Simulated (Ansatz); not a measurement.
# Ideal shear of a crystal plane in Ta4C3

Method: Ansatz 0.2.0, DFT r2SCAN, scalar-relativistic, plane waves, PAW. Cutoff 500 eV, Γ-centred 9×9×5 k-points, Gaussian smearing of 0.15 eV. Spin–orbit coupling is left out, which can shift energies with elements as heavy as these. No spin polarisation. Energies are free energies at this smearing, counted from the undisturbed cell; pressure is positive in compression.

The undisturbed cell (relaxed at this level; it needn't be the usual structure):

```xyz
14
Lattice="0.0000 -4.4248 0.0000 0.0000 0.0000 -4.4248 8.8496 0.0000 0.0000" Properties=species:S:1:pos:R:3 pbc="T T T"
Ta    7.7434   -2.2124   -2.2124
Ta    3.3186   -2.2124   -2.2124
Ta    1.1062    0.0000   -2.2124
Ta    5.5310    0.0000   -2.2124
Ta    1.1062   -2.2124    0.0000
Ta    5.5310   -2.2124    0.0000
Ta    3.3186    0.0000    0.0000
Ta    7.7434    0.0000    0.0000
C     1.1062    0.0000    0.0000
C     5.5310    0.0000    0.0000
C     7.7434   -2.2124    0.0000
C     3.3186   -2.2124    0.0000
C     3.3186    0.0000   -2.2124
C     7.7434    0.0000   -2.2124
```

The cut lies on the cell's a–b face, a (1 0 0) plane (indices in the standard cell, whose axes needn't be the Cartesian ones shown) of area 19.58 Å², between layers 2.21 Å apart. Vector c is tilted by f times 1·a + 0·b (length 4.425 Å) with the atoms' Cartesian places fixed: one unrelaxed fault a cell. The traction is dγ/du, the slope of γ against the slip u in Å. Some rows repeat others by symmetry and weren't run.

```
     f  γ (mJ/m²) traction (GPa)
0.0000          0             0.0
0.1000        603            26.8
0.2000       2268            48.1
0.3000       4846            67.1
0.4000       7820            59.1
0.5000       9273             0.0
0.6000       7820           -59.1
0.8000       2268           -48.1
```

Read off the first barrier and the stress needed to climb it, and compare with Frenkel's sinusoid.

The first sampled maximum lies at f = 0.500, a slip of 2.21 Å, with γ ≈ 9273 mJ/m², which stands in for the unstable fault energy γ_us, and the steepest sampled slope before it is 67.1 GPa. A sinusoid γ = γ_us sin²(πu/λ) with its maximum there has λ = 4.42 Å and a largest slope πγ_us/λ = 65.8 GPa (1 mJ/m² per Å = 0.01 GPa).

Is there a metastable fault on this line?

Apart from points where γ returns to about zero, no local minimum shows among the samples, so at this sampling the line offers no fault for a dislocation to split on; a fault can still lie off the line.

The cut is rigid; relaxing the faces lowers these energies and usually the stresses.

In a metal these slopes depend on the k mesh and the smearing.

Cost: 6 runs of about 19 core-minutes in all, on Oxide Virtual Turin-like Processor (Zen 5) (shared hosts).